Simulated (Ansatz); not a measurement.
LiIn in space group Fd-3m (No. 227; In on 8a, Li on 8b), DFT-r²SCAN in the program Ansatz with PAW potentials, all energies at zero smearing, with the estimated change up to a 700 eV cutoff added, with one set of potentials and settings (totals compare only within such a set). Cell of 4 atoms (2 In, 2 Li): -11635.332 eV.

| element | reference phase | E (eV/atom) |
|---|---|---|
| In | I4/mmm, 1 atoms in the cell | -5611.8204 |
| Li | Fm-3m, 1 atoms in the cell | -205.1371 |

Formation energy per atom, worked out: (-11635.332 − 2×(-5611.8204) − 2×(-205.1371))/4 = -0.354 eV/atom (-34 kJ per mol of atoms), at 0 K, without zero-point energy or fitted corrections.

The workflow started from an entry of the Crystallography Open Database (COD). Its standing as an ambient phase is unchecked. Symmetry was held in the r²SCAN relaxation; whether a distortion lowers the energy is not shown. The references are the lowest solids computed at this level, not always the standard phases.

Potentials: the later of the program's two PAW sets.
